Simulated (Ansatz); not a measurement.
**Zone-centre phonons of Ti2Co at 15 GPa: input and output**

All numbers below come from Ansatz, DFT LDA, scalar-relativistic, plane waves, PAW.

Launched with:
```bash
ansatz run input.yaml --threads 2 --pin off --max-ram 6144MiB --backend cpu --events-out ev --progress --plain --runs-dir out
```

Input (bare energies are in eV):
```yaml
crystal:
  lattice:
    - [0.0, 3.3316803325, 3.3316803325]
    - [3.3316803325, 0.0, 3.3316803325]
    - [3.3316803325, 3.3316803325, 0.0]
  atoms:
    - { symbol: Ti, position: [0.125, 0.125, 0.125] }
    - { symbol: Ti, position: [0.625, 0.125, 0.125] }
    - { symbol: Ti, position: [0.125, 0.125, 0.625] }
    - { symbol: Ti, position: [0.125, 0.625, 0.125] }
    - { symbol: Co, position: [0.5, 0.5, 0.5] }
    - { symbol: Co, position: [0.75, 0.75, 0.75] }
basis:
  ecutwfc: 420
kpoints:
  mp_grid: { grid: [10, 10, 10] }
hamiltonian:
  xc: lda
scf:
  occupations: { method: gaussian, width: 0.2 }
output:
  eigenvalues: true
phonons:
  method: dfpt
  eigenvectors: true
```

Results section of the output:
```
--- Phonons (Γ-DFPT): 2 representative perturbations + reference, on 282 of 1000 k-points (Σ response iterations 7) ---
  k mesh reduced under 2 symmetry operations, with k and −k counted as one. Each operation leaves every solved perturbation unchanged. A smaller set is not used because it would not reduce the number of displacements ...
  ASR residual: 8.106e-5 → 0.000e0 eV/Å²; symmetrization residual: 9.536e-6 eV/Å²
  ASR residual per site (eV/Å²): 4.87e-5 4.87e-5 4.87e-5 4.87e-5 8.11e-5 8.11e-5
  Γ frequencies (cm⁻¹): -157.91 -157.91 -157.91 -98.34 -98.34 0.00 0.00 0.00 171.37 171.37 171.37 181.70 181.70 181.70 256.84 256.84 256.84 526.34
  non-analytic LO–TO correction: not included (Born effective charges unavailable; polar crystals: no LO–TO splitting at Γ)
```

Time: 75 s on 2 threads of Oxide Virtual Turin-like Processor (Zen 5) (shared host), peak memory 3.6 GiB.

In a metal, frequencies and elastic constants depend on the k mesh and the smearing, soft modes and shear constants most. Spin polarisation was left out, and a magnetic state may lie lower. Other phases may be more stable at this pressure.

Negative frequencies stand for imaginary ones: the cell is unstable against these modes.